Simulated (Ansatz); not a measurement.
NaCl (rock salt, Fm-3m), a = 5.602 Å, b = 5.602 Å, c = 5.602 Å, α = 90.00°, β = 90.00°, γ = 90.00°; the cell used has 2 atoms.

Relaxed with PBEsol. PBEsol (plane waves, PAW; program Ansatz) gives a gap of 5.01 eV.

Task: What gap does HSE06 give on the same cell (Ansatz, PAW)?

Result: 6.57 eV, 1.56 eV more. The hybrid was solved on a coarser mesh and at special points; its gap is the smallest among all of these.

```json
[
 {"k": "Γ", "v1 PBEsol": "0.00", "c1 PBEsol": "5.01", "v1 HSE06": "0.00", "c1 HSE06": "6.57"},
 {"k": "X", "v1 PBEsol": "-0.63", "c1 PBEsol": "7.47", "v1 HSE06": "?", "c1 HSE06": "?"},
 {"k": "L", "v1 PBEsol": "-0.28", "c1 PBEsol": "7.10", "v1 HSE06": "?", "c1 HSE06": "?"},
 {"k": "W", "v1 PBEsol": "-0.80", "c1 PBEsol": "8.80", "v1 HSE06": "?", "c1 HSE06": "?"},
 {"k": "K", "v1 PBEsol": "-0.52", "c1 PBEsol": "8.11", "v1 HSE06": "?", "c1 HSE06": "?"}
]
```

Task: Top valence (v1) and lowest conduction level (c1) in eV from each method's valence maximum (which need not be a listed point): supply the withheld HSE06 values.

Result: 
- K, v1 HSE06: -0.55
- K, c1 HSE06: 9.69
- X, v1 HSE06: -0.67
- X, c1 HSE06: 9.05
- L, v1 HSE06: -0.30
- L, c1 HSE06: 8.66
- W, v1 HSE06: -0.82
- W, c1 HSE06: 10.43

Cost on shared cores: the PBEsol run (SCF on a 9×9×9 mesh, then bands and DOS) around 8 core-seconds (rough), the HSE06 run (SCF on 6×6×6, then a few points) around 80 core-seconds (rough); the tasks are unlike.

The PBEsol relaxation kept the symmetry of its start; phonons on a q-mesh show no instability.

Potentials: the later of the program's two PAW sets.
